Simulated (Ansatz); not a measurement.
CdTe:
```xyz
2
Lattice="0.0000 2.9647 2.9647 2.9647 0.0000 2.9647 2.9647 2.9647 0.0000" Properties=species:S:1:pos:R:3 pbc="T T T"
Cd     0.0000     0.0000     0.0000
Te     2.9647     2.9647     2.9647
```

Relaxed with LDA. Special points in fractions of this cell's reciprocal vectors: Γ (0.000, 0.000, 0.000); X (0.500, 0.000, 0.500); U (0.625, 0.250, 0.625); K (0.375, 0.375, 0.750); L (0.500, 0.500, 0.500); W (0.500, 0.250, 0.750).

Problem. List the band energies nearest the Fermi level at these points for the program Ansatz at the LDA level (PAW).

Solution. In eV from the Fermi level; about four levels below and three above (degenerate sets whole), none deeper than 8.9 eV; points with the same levels are listed once.

| k | below | above |
|---|---|---|
| Γ | -8.37 -8.37 -8.37 -0.53 -0.53 -0.53 | 0.59 7.30 7.30 7.30 |
| X | -4.60 -2.34 -2.34 -1.44 | 4.18 9.59 9.59 |
| U | -7.68 -4.25 -4.05 -1.63 | 0.68 5.58 7.24 |
| L | -8.51 -8.26 -8.26 -5.63 | 0.05 0.05 2.64 |
| W | -7.59 -3.75 -3.60 -3.60 | 2.58 4.80 6.77 6.77 |

Space group Fm-3m (rock salt). This is a known high-pressure phase of the composition, computed here at zero pressure and temperature. The LDA relaxation kept the symmetry of its start; of distortions, only those at the zone centre were tested. Scalar-relativistic: spin–orbit coupling is off unless named, which matters more the heavier the elements.

Potentials: the later of the program's two PAW sets.
